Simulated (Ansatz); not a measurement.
TiO$_{2}$:
```yaml
crystal:
  lattice:
    - [4.64324, 0.00000, 0.00000]
    - [0.00000, 4.64324, 0.00000]
    - [0.00000, 0.00000, 2.96392]
  atoms:
    - { symbol: Ti, position: [0.00000, 0.00000, 0.00000] }
    - { symbol: Ti, position: [0.50000, 0.50000, 0.50000] }
    - { symbol: O, position: [0.30513, 0.30513, 0.00000] }
    - { symbol: O, position: [0.19487, 0.80513, 0.50000] }
    - { symbol: O, position: [0.69487, 0.69487, 0.00000] }
    - { symbol: O, position: [0.80513, 0.19487, 0.50000] }
```

Relaxed with PBE.

Task: Give the Bader charges and basin volumes of the independent atoms, the program Ansatz at the PBE level (PAW).

Result: 

```json
[
 {"atom": "Ti1", "Bader charge (e)": "+2.28", "Bader volume (Å³)": "7.1"},
 {"atom": "O3", "Bader charge (e)": "-1.14", "Bader volume (Å³)": "12.4"}
]
```

Space group P4_2/mnm (rutile). The cell was relaxed with PBE under the symmetry of its start. At this level the phase is dynamically unstable (imaginary phonons). The run is not spin-polarised.

Potentials: the later of the program's two PAW sets.
